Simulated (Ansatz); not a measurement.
Data sheet: InPt₃ (DFT)

InPt3:
```yaml
crystal:
  lattice:
    - [4.01419, 0.00000, 0.00000]
    - [0.00000, 4.01419, 0.00000]
    - [0.00000, 0.00000, 4.01419]
  atoms:
    - { symbol: Pt, position: [0.50000, 0.50000, 0.00000] }
    - { symbol: Pt, position: [0.00000, 0.50000, 0.50000] }
    - { symbol: Pt, position: [0.50000, 0.00000, 0.50000] }
    - { symbol: In, position: [0.00000, 0.00000, 0.00000] }
```

Space group Pm-3m (No. 221), Cu3Au type; conventional cell a = 4.0142 Å, b = 4.0142 Å, c = 4.0142 Å, α = 90.00°, β = 90.00°, γ = 90.00°.

Method: r²SCAN (plane waves, PAW; program Ansatz). The cell and atoms are relaxed at this level. Other levels are named where they apply.

**Cell and energy**

* **Volume per atom**: 16.17 Å³
* **Density**: 17.97 g/cm³
* **Formation energy from the elements (no fitted shifts)**: -438 meV/atom

**Electronic structure**

- Electronic character: metallic (no gap)
- Density of states at the Fermi level: 0.80 states/eV per atom (mean over ±0.08 eV)
- Gap with spin–orbit coupling: none (metallic)

**Mechanics**

- Bulk modulus (Birch–Murnaghan fit): 218 GPa
- Pressure derivative B′: 5.4

**Charges**

- Bader charges: Pt -0.38, In +1.15 e

The workflow started from an entry of the Crystallography Open Database (COD). Whether it is the stable phase at ambient conditions was not checked. The r²SCAN relaxation kept the symmetry of its start; its stability against distortions is not shown here. The run is not spin-polarised. The references are the lowest solids computed at this level, not always the standard phases. Spin–orbit coupling is left out wherever it is not named.

Potentials: the later of the program's two PAW sets.
